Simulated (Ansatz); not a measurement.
Phonons of a relaxed structure of CeO2 by density-functional perturbation theory (low response-accuracy setting, no LO–TO term) at Γ and zone-boundary points with q components 0 or ½ of the primitive reciprocal vectors. These are r2SCAN (plane waves to 500 eV, PAW, scalar-relativistic; Ansatz, a quantum-chemistry and plane-wave program) values and carry that method's errors. Γ-centred k-mesh 8×8×8, Fermi–Dirac smearing 0.05 eV.

```yaml
crystal:
  lattice:
    - [0.00000, 2.71888, 2.71888]
    - [2.71888, 0.00000, 2.71888]
    - [2.71888, 2.71888, 0.00000]
  atoms:
    - { symbol: Ce, position: [0.00000, 0.00000, 0.00000] }
    - { symbol: O, position: [0.25000, 0.25000, 0.25000] }
    - { symbol: O, position: [0.75000, 0.75000, 0.75000] }
```

Space group Fm-3m (No. 225), fluorite type.

**Question.** Is this structure dynamically stable at those wavevectors?

**Answer.** No instability shows at these points (nothing beyond 15i cm⁻¹, the threshold used here). Other wavevectors were not sampled, so this does not prove stability.

**Question.** Give the phonon wavenumbers.

**Answer.** 
```
q                  wavenumbers (cm⁻¹; i marks imaginary)
-----------  -------------------------------------------
Γ                             0 (×3), 268 (×3), 434 (×3)
L (½, 0, 0)  115 (×2), 205, 336 (×2), 369 (×2), 405, 511
X (½, ½, 0)  130 (×2), 157, 217 (×2), 259, 441 (×2), 580
```

No spin polarisation in the result. No Hubbard U is applied. The f-shell occupation is the one the SCF fell into and was not checked against other states.
